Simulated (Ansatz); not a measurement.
**Relaxing a structure of CdSe**

The start is a relaxed CdSe cell deformed by the Cartesian strain tensor (xx, yy, zz, yz, xz, xy) = (-0.017, 0.051, -0.110, -0.028, 0.002, -0.035). The cell and all atomic positions are relaxed at zero pressure with PBE (plane waves to 420 eV, PAW, scalar-relativistic; Ansatz, an electronic-structure program). The first steps use a coarse 6×6×2 k-mesh.

The start:
```
CdSe
1.0
    4.30836    -0.15340     0.01096
   -2.28703     4.06596    -0.11176
    0.03577    -0.40063    12.73420
Cd Se
4 4
Direct
  0.00000   0.00000   0.00029
  0.00000   0.00000   0.50029
  0.66667   0.33333   0.75019
  0.33333   0.66667   0.25019
  0.00000   0.00000   0.81271
  0.00000   0.00000   0.31271
  0.66667   0.33333   0.56243
  0.33333   0.66667   0.06243
```

### Question
What pressure does the first self-consistent step give?

### Answer
+7.0 GPa (positive: the cell is compressed).

### Question
By how much does the energy per atom fall from start to end?

### Answer
0.18 eV/atom.

### Question
How does the volume change?

### Answer
+9.0 %, from 27.30 to 29.75 Å³/atom.

### Question
Does it find its way back to the structure it was made from?

### Answer
The parent structure is recovered, P6₃mc (No. 186).

### Question
What band gap does the relaxed structure have at this level?

### Answer
0.52 eV, direct at Γ (no spin-orbit coupling).

It ends as:

Space group P6₃mc (No. 186); a = b = 4.3820 Å, c = 14.3103 Å, α = β = 90.00°, γ = 120.00°

```
atom  site  symmetry       x       y       z
----  ----  --------  ------  ------  ------
Cd      2a       3m.  0.0000  0.0000  0.0003
Cd      2b       3m.  0.3333  0.6667  0.2502
Se      2a       3m.  0.0000  0.0000  0.3127
Se      2b       3m.  0.3333  0.6667  0.0624
```

Final values are on a 9×9×3 k-mesh of the relaxed cell. No spin polarisation in the result.

The first start was generated by placing the elements on the sites of a structure type. A measured structure of CdSe has the same space group, P6₃mc (No. 186); the sites were not compared with it.
